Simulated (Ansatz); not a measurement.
Level of theory: Ansatz 0.2.0, DFT PBE, scalar-relativistic, plane waves, PAW. All cells share a 420 eV cutoff and Γ-centred k meshes spaced at most about 0.3 Å⁻¹ (about 0.25 or finer for metals, 2π included). No spin polarisation in the final relaxations.

These are static total energies at zero pressure. All come from trial cells, and lower structures may exist.

Question: Order these relaxed structures of Sc2GaP3 by energy, lowest first, with the energy over the lowest of them.
A.

Space group P-4m2 (No. 115). a = 3.709 Å, b = 3.709 Å, c = 7.648 Å, α = 90.00°, β = 90.00°, γ = 90.00°
```csv
atom,site,symmetry,x,y,z
Sc,2g,2mm.,0.5000,0.0000,0.6844
Ga,1b,-4m2,0.5000,0.5000,0.0000
P,2g,2mm.,0.5000,0.0000,0.3343
P,1a,-4m2,0.0000,0.0000,0.0000
```

B.

Space group P4/mmm (No. 123). a = 3.515 Å, b = 3.515 Å, c = 8.654 Å, α = 90.00°, β = 90.00°, γ = 90.00°
| atom | site | symmetry | x | y | z |
| --- | --- | --- | --- | --- | --- |
| Sc | 2g | 4mm | 0.0000 | 0.0000 | 0.3231 |
| Ga | 1a | 4/mmm | 0.0000 | 0.0000 | 0.0000 |
| P | 2h | 4mm | 0.5000 | 0.5000 | 0.2080 |
| P | 1d | 4/mmm | 0.5000 | 0.5000 | 0.5000 |

C.

Space group P6/mmm (No. 191). a = 5.782 Å, b = 5.782 Å, c = 3.988 Å, α = 90.00°, β = 90.00°, γ = 120.00°
```
atom  site  symmetry       x       y       z
  Sc    2c      -6m2  0.3333  0.6667  0.0000
  Ga    1a     6/mmm  0.0000  0.0000  0.0000
   P    3g       mmm  0.5000  0.0000  0.5000
```

D.

Space group P-6m2 (No. 187). a = 4.141 Å, b = 4.141 Å, c = 7.091 Å, α = 90.00°, β = 90.00°, γ = 120.00°
| atom | site | symmetry | x | y | z |
| --- | --- | --- | --- | --- | --- |
| Sc | 2h | 3m. | 0.3333 | 0.6667 | 0.2761 |
| Ga | 1e | -6m2 | 0.6667 | 0.3333 | 0.0000 |
| P | 1f | -6m2 | 0.6667 | 0.3333 | 0.5000 |
| P | 1a | -6m2 | 0.0000 | 0.0000 | 0.0000 |
| P | 1b | -6m2 | 0.0000 | 0.0000 | 0.5000 |

Answer: A (0 meV/atom), B (96 meV/atom), C (158 meV/atom), D (292 meV/atom). Forms: A P-4m2; B P4/mmm; C P6/mmm; D P-6m2. Counting P atoms around Ga and Sc (those within 1.25 times the shortest such distance or 1.15 times the sum of covalent radii; a plus sign parts nearer from farther groups; the shortest distance is added where it exceeds 1.18 times the sum of covalent radii): A has Sc 5+2, Ga 4+4; B has Sc 4+4, Ga 8 from 3.1 Å; C has Sc 6, Ga 12 from 3.5 Å; D has Sc 9, Ga 3. D holds P–P nets (shortest 2.39 Å) (bonds between like non-metal atoms; other contacts aren't counted).

Cells relaxed within their symmetry can be saddle points. Some candidate types were left out of the draw beforehand, so a known form may be missing.
